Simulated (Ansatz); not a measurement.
CdSe (wurtzite)

```
CdSe
1.0
    4.33966     0.00000     0.00000
   -2.16983     3.75825     0.00000
    0.00000     0.00000     7.07826
Cd Se
2 2
Cartesian
  2.16983   1.25275   0.00384
  0.00000   2.50550   3.54297
  2.16983   1.25275   4.42149
  0.00000   2.50550   0.88236
```

The volume is varied about the relaxed value V₀ at fixed cell shape. The atoms relax within the cell's symmetry.

The numbers are results of r2SCAN (plane waves to 500 eV, PAW, scalar-relativistic; Ansatz, a program for electronic structure), not measurements. k mesh 9×9×5 (Γ-centred), Fermi-Dirac smearing 0.05 eV. Compression counts positive. CdSe was relaxed with its symmetry unable to fall. The PAW data are Ansatz's earlier set.

At one point of the scan the stress tensor (GPa) is:

```
  -2.61     0.00     0.00
   0.00    -2.61     0.00
   0.00     0.00    -2.62
```

Task: Which point is it?
A) V/V₀ = 1.010
B) V/V₀ = 1.060
C) V/V₀ = 1.040
D) V/V₀ = 1.030

Result: B, V/V₀ = 1.060

(Under strain, the slope of the energy per volume gives the stress and its curvature an elastic modulus.)
